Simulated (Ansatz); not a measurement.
Input:

LaTeCl:
Space group P4/nmm, origin choice 1 (No. 129); a = 4.440 Å, b = 4.440 Å, c = 8.123 Å, α = 90.00°, β = 90.00°, γ = 90.00°

```tsv
atom	site	symmetry	x	y	z
La	2c	4mm	0.5000	0.0000	0.2394
Te	2c	4mm	0.0000	0.5000	0.3615
Cl	2a	-4m2	0.0000	0.0000	0.0000
```

This is the LDA-relaxed structure.

Q: All from LDA in the plane-wave PAW code Ansatz, unless another level is named. Estimate the Young's modulus.

A: 84.8 GPa.

Q: Predict the highest zone-centre frequency (without LO–TO term).

A: 243 cm⁻¹.

The workflow started from a Materials Project entry (that database holds measured and hypothetical structures alike); the Crystallography Open Database copy checked does not list it. Whether it is the stable phase at ambient conditions was not checked. The LDA relaxation kept the symmetry of its start; of distortions, only those at the zone centre were tested. Scalar-relativistic: spin–orbit coupling is off unless named, which matters more the heavier the elements.

Potentials: the later of the program's two PAW sets.
